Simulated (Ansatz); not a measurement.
This run works on a generated trial structure, not on a known crystal.

Input and command of a plane-wave DFT calculation in Ansatz:

```yaml
crystal:
  lattice:
    - [4.0704257796, 0.0, 0.0]
    - [-2.0352128898, 3.5250921294, 0.0]
    - [0.0, 0.0, 16.6019799418]
  atoms:
    - { symbol: Mg, position: [0.0, 0.0, 0.0] }
    - { symbol: Ni, position: [0.0, 0.0, 0.3421239893] }
    - { symbol: Ni, position: [0.0, 0.0, 0.6578760107] }
    - { symbol: Ni, position: [0.0, 0.0, 0.1795154824] }
    - { symbol: Ni, position: [0.0, 0.0, 0.5] }
    - { symbol: Ni, position: [0.0, 0.0, 0.8204845176] }
    - { symbol: Te, position: [0.3333333333, 0.6666666667, 0.1072767931] }
    - { symbol: Te, position: [0.3333333333, 0.6666666667, 0.4201228399] }
    - { symbol: Te, position: [0.3333333333, 0.6666666667, 0.7344414585] }
    - { symbol: Te, position: [0.6666666667, 0.3333333333, 0.2655585415] }
    - { symbol: Te, position: [0.6666666667, 0.3333333333, 0.5798771601] }
    - { symbol: Te, position: [0.6666666667, 0.3333333333, 0.8927232069] }
basis:
  ecutwfc: 420
kpoints:
  mp_grid: { grid: [12, 12, 4] }
hamiltonian:
  xc: pbe
scf:
  occupations: { method: gaussian, width: 0.1 }
output:
  forces: true
  stress: true
  eigenvalues: true
relax:
  adjacent_minimum: "off"
  f_tol: 0.01
  max_steps: 80
  cell: { stress_tol: 0.05 }
```

```bash
ansatz run input.yaml --threads 4 --pin off --max-ram 8192MiB --backend cpu --events-out ev --progress --plain --runs-dir out
```

Processor: Intel(R) Xeon(R) Processor @ 2.50GHz (Skylake/Cascade Lake), 4 threads, on a host shared with other jobs.

Task: Estimate time, memory and problem size.

Result: About 6.2 min, peak memory 1.8 GiB. It solves 118 bands at 69 k points (after reduction by symmetry) with about 4651 plane waves (on the last cell), in 42 SCF iterations over 6 ionic steps.
